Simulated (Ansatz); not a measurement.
MgZn2O3 in space group P-3m1 (No. 164; Mg on 1a, Zn on 2d, O on 2d, O on 1b), PBEsol (plane waves, PAW; program Ansatz), all energies at zero smearing, with the estimated change up to a 700 eV cutoff added, with one set of potentials and settings (totals compare only within such a set). Cell of 6 atoms (1 Mg, 2 Zn, 3 O): -10159.726 eV.

| element | reference phase | E (eV/atom) |
|---|---|---|
| Mg | P6_3/mmc, 2 atoms in the cell | -1912.0511 |
| Zn | P6_3/mmc, 2 atoms in the cell | -3280.9077 |
| O | C2/m, 4 atoms in the cell, spin-polarised | -558.3554 |

Formation energy per atom, worked out: (-10159.726 − 1×(-1912.0511) − 2×(-3280.9077) − 3×(-558.3554))/6 = -1.799 eV/atom (-174 kJ per mol of atoms), at 0 K, without zero-point energy or fitted corrections.

The workflow started from a Materials Project entry (that database holds measured and hypothetical structures alike); the Crystallography Open Database copy checked does not list it. With Mg and Zn taken as one species the cell has the higher symmetry Fm-3m, so it may be an ordered model of a mixed-site phase. Its standing as an ambient phase is unchecked. Symmetry was held in the PBEsol relaxation; of distortions, only those at the zone centre were tested. The references are the lowest solids computed at this level, not always the standard phases (solids in place of the gases).

Potentials: the later of the program's two PAW sets.
